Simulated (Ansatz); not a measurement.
A trial cell of YAl2N3, before relaxation:

```yaml
crystal:
  lattice:
    - [-2.58914, 2.58914, 3.35401]
    - [2.58914, -2.58914, 3.35401]
    - [2.58914, 2.58914, -3.35401]
  atoms:
    - { symbol: Y, position: [0.50000, 0.50000, 0.00000] }
    - { symbol: Al, position: [0.50000, 0.00000, 0.50000] }
    - { symbol: Al, position: [0.00000, 0.50000, 0.50000] }
    - { symbol: N, position: [0.75000, 0.25000, 0.50000] }
    - { symbol: N, position: [0.25000, 0.75000, 0.50000] }
    - { symbol: N, position: [0.00000, 0.00000, 0.00000] }
```

Method: DFT PBE, scalar-relativistic, plane waves, PAW in Ansatz 0.2.0. Cutoff 420 eV, Gaussian smearing, Γ-centred meshes. Cell and atoms relax first on a coarse mesh and then on a finer one. In between, the cell is made exact in the group found at 0.06 Å. In metals the finer mesh still leaves noise of several meV/atom or more. The steps can't lower the symmetry of their start. Collinear spin is switched on along the way, since trial moments persisted in a coarse test.

A guess keeps its type if space group and coordination stay and the shape of the cell changes little (axis ratios within about 15 %, angles within 6°); the volume may change.

**Question.** Will the relaxed cell still be of the starting type?

**Answer.** It keeps its type. The symmetry stays I4/mmm (No. 139). The volume per atom grows by 11.9 %, from 15.0 to 16.8 Å³. The shortest distance goes from 1.68 Å (Al–N) to 1.73 Å (Al–N). The ratio c/a of the conventional cell changes by a factor of 0.99. Counting neighbours within 15 % of an atom's shortest distance, the start has Al 2, N 2/4, Y 4 and the end Al 2, N 2/4, Y 4.

Formation energies are uncorrected and refer to the elements' standard structures at the same level (N₂ as a molecule).

**Question.** At what energy does it end?

**Answer.** +0.91 eV/atom. The separate elements lie lower, so it is unstable against them.

The last run used collinear spin, a 10×10×10 mesh for its 6-atom cell and Gaussian smearing of 0.10 eV. Another magnetic order may lie lower. A structure relaxed within its symmetry needn't be a true minimum. Another cell of YAl2N3 relaxed alike but without spin, in Cmc2_1 (a Materials Project cell), lies 2.29 eV/atom lower, so this cell isn't the stable form at this level.

In counts of neighbours, a slash parts the counts of unlike sites.
